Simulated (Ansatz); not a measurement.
NiSb in space group P6_3/mmc (No. 194; Ni on 4f, Sb on 2a, Sb on 2d) under volume change, DFT-r²SCAN in the program Ansatz with PAW potentials, shape and atoms relaxed at each volume.

| V (Å³/atom) | E − E(relaxed) (meV/atom) | P (GPa) |
|---|---|---|
| 15.954 | 57.5 | 12.84 |
| 16.480 | ___ | ___ |
| 17.006 | 5.7 | 3.58 |
| 17.532 | 0.0 | 0.00 |
| 18.058 | 4.8 | -2.80 |
| 18.584 | ___ | ___ |
| 19.110 | 38.7 | -7.32 |

Question: Some entries are withheld; supply them.

Answer: 
- 18.584, E − E(relaxed) (meV/atom): 18.0
- 18.584, P (GPa): -5.23
- 16.480, E − E(relaxed) (meV/atom): 24.0
- 16.480, P (GPa): 7.74

Question: What does a third-order Birch–Murnaghan fit give for V₀, B₀ and B′?

Answer: V₀ = 17.54 Å³/atom, B₀ = 106 GPa, B′ = 5.1.

The cell is a constructed one: a structure type filled with these elements; the Crystallography Open Database files this formula in space group No. 194, but the cells were not matched. Whether it is the stable phase at ambient conditions was not checked. Symmetry was held in the r²SCAN relaxation; its stability against distortions is not shown here. The workflow began spin-polarised and lost its moments. Spin–orbit coupling is left out wherever it is not named.

Potentials: the later of the program's two PAW sets.
